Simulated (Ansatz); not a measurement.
AlH3:
```
AlH3
1.0
    2.21605     1.27944     3.92067
   -2.21605     1.27944     3.92067
    0.00000    -2.55888     3.92067
Al H
2 6
Cartesian
  0.00000   0.00000   5.88100
  0.00000   0.00000   0.00000
 -0.82557   1.12895   4.90083
  0.82557  -1.12895   6.86117
 -0.56491  -1.27944   4.90083
  0.56491   1.27944   6.86117
  1.39048   0.15049   4.90083
 -1.39048  -0.15049   6.86117
```

Relaxed with r²SCAN.

Which orbitals make up the states near the band edges in r²SCAN (plane waves, PAW; program Ansatz)?

Top 1 eV of the valence band: H 1s 85 %, Al 3p 12 %. Bottom 1 eV of the conduction band: Al 3s 84 %, Al 3p 10 %. Projections are on Löwdin-orthogonalised atomic valence shells; empty p or d shells of many metals are not among them.

Tabulate the density of states.

States/eV per cell of 8 atoms, in 0.25 eV bins, energy from the valence-band maximum.

| E (eV) | total | H 1s | Al 3p | Al 3s |
|---|---|---|---|---|
| -7.85 | 0.57 | 0.30 | 0.11 | 0.16 |
| -7.60 | 0.65 | 0.34 | 0.13 | 0.17 |
| -7.35 | 0.72 | 0.37 | 0.15 | 0.19 |
| -7.10 | 0.80 | 0.41 | 0.17 | 0.21 |
| -6.85 | 0.92 | 0.48 | 0.19 | 0.24 |
| -6.60 | 1.10 | 0.58 | 0.22 | 0.30 |
| -6.35 | 1.15 | 0.62 | 0.20 | 0.32 |
| -6.10 | 1.14 | 0.60 | 0.22 | 0.31 |
| -5.85 | 0.86 | 0.44 | 0.19 | 0.22 |
| -5.60 | 1.08 | 0.57 | 0.23 | 0.28 |
| -5.35 | 0.93 | 0.48 | 0.21 | 0.23 |
| -5.10 | 0.82 | 0.43 | 0.20 | 0.20 |
| -4.85 | 0.77 | 0.40 | 0.19 | 0.17 |
| -4.60 | 0.76 | 0.39 | 0.21 | 0.15 |
| -4.35 | 0.90 | 0.45 | 0.31 | 0.13 |
| -4.10 | 1.22 | 0.62 | 0.46 | 0.13 |
| -3.85 | 1.27 | 0.65 | 0.50 | 0.11 |
| -3.60 | 1.47 | 0.77 | 0.60 | 0.09 |
| -3.35 | 1.79 | 0.96 | 0.74 | 0.07 |
| -3.10 | 2.32 | 1.28 | 0.96 | 0.06 |
| -2.85 | 2.24 | 1.28 | 0.89 | 0.06 |
| -2.60 | 2.23 | 1.32 | 0.84 | 0.06 |
| -2.35 | 2.10 | 1.28 | 0.73 | 0.07 |
| -2.10 | 1.93 | 1.22 | 0.62 | 0.08 |
| -1.85 | 2.34 | 1.53 | 0.71 | 0.09 |
| -1.60 | 2.01 | 1.37 | 0.54 | 0.09 |
| -1.35 | 2.23 | 1.58 | 0.53 | 0.09 |
| -1.10 | 1.57 | 1.16 | 0.34 | 0.06 |
| -0.85 | 1.36 | 1.05 | 0.27 | 0.03 |
| -0.60 | 1.64 | 1.33 | 0.27 | 0.02 |
| -0.35 | 2.79 | 2.37 | 0.36 | 0.03 |
| -0.10 | 3.00 | 2.77 | 0.16 | 0.01 |
| 0.15 | 0.00 | 0.00 | 0.00 | 0.00 |
| 0.40 | 0.00 | 0.00 | 0.00 | 0.00 |
| 0.65 | 0.00 | 0.00 | 0.00 | 0.00 |
| 0.90 | 0.00 | 0.00 | 0.00 | 0.00 |
| 1.15 | 0.00 | 0.00 | 0.00 | 0.00 |
| 1.40 | 0.00 | 0.00 | 0.00 | 0.00 |
| 1.65 | 0.00 | 0.00 | 0.00 | 0.00 |
| 1.90 | 0.00 | 0.00 | 0.00 | 0.00 |
| 2.15 | 0.00 | 0.00 | 0.00 | 0.00 |
| 2.40 | 0.00 | 0.00 | 0.00 | 0.00 |
| 2.65 | 0.00 | 0.00 | 0.00 | 0.00 |
| 2.90 | 0.00 | 0.00 | 0.00 | 0.00 |
| 3.15 | 0.02 | 0.00 | 0.00 | 0.02 |
| 3.40 | 0.07 | 0.00 | 0.00 | 0.06 |
| 3.65 | 0.12 | 0.00 | 0.01 | 0.10 |
| 3.90 | 0.17 | 0.01 | 0.02 | 0.13 |
| 4.15 | 0.25 | 0.01 | 0.05 | 0.18 |
| 4.40 | 0.39 | 0.02 | 0.10 | 0.26 |
| 4.65 | 0.58 | 0.03 | 0.20 | 0.33 |
| 4.90 | 0.72 | 0.05 | 0.27 | 0.37 |
| 5.15 | 0.89 | 0.07 | 0.35 | 0.41 |
| 5.40 | 1.06 | 0.09 | 0.43 | 0.44 |
| 5.65 | 1.31 | 0.13 | 0.54 | 0.49 |
| 5.90 | 1.82 | 0.18 | 0.74 | 0.57 |
| 6.15 | 3.11 | 0.29 | 1.14 | 0.74 |
| 6.40 | 2.20 | 0.17 | 0.88 | 0.45 |
| 6.65 | 1.78 | 0.16 | 0.73 | 0.34 |
| 6.90 | 2.01 | 0.21 | 0.77 | 0.36 |
| 7.15 | 2.15 | 0.25 | 0.89 | 0.34 |
| 7.40 | 1.97 | 0.23 | 0.87 | 0.24 |
| 7.65 | 2.40 | 0.28 | 1.06 | 0.27 |
| 7.90 | 2.56 | 0.31 | 1.17 | 0.23 |

Space group R-3c. The workflow started from a Materials Project entry (that database holds measured and hypothetical structures alike); the Crystallography Open Database files this formula in space group No. 167, but the cells were not matched. Whether it is the stable phase at ambient conditions was not checked. Symmetry was held in the r²SCAN relaxation; phonons on a q-mesh show no instability.

Potentials: the later of the program's two PAW sets.
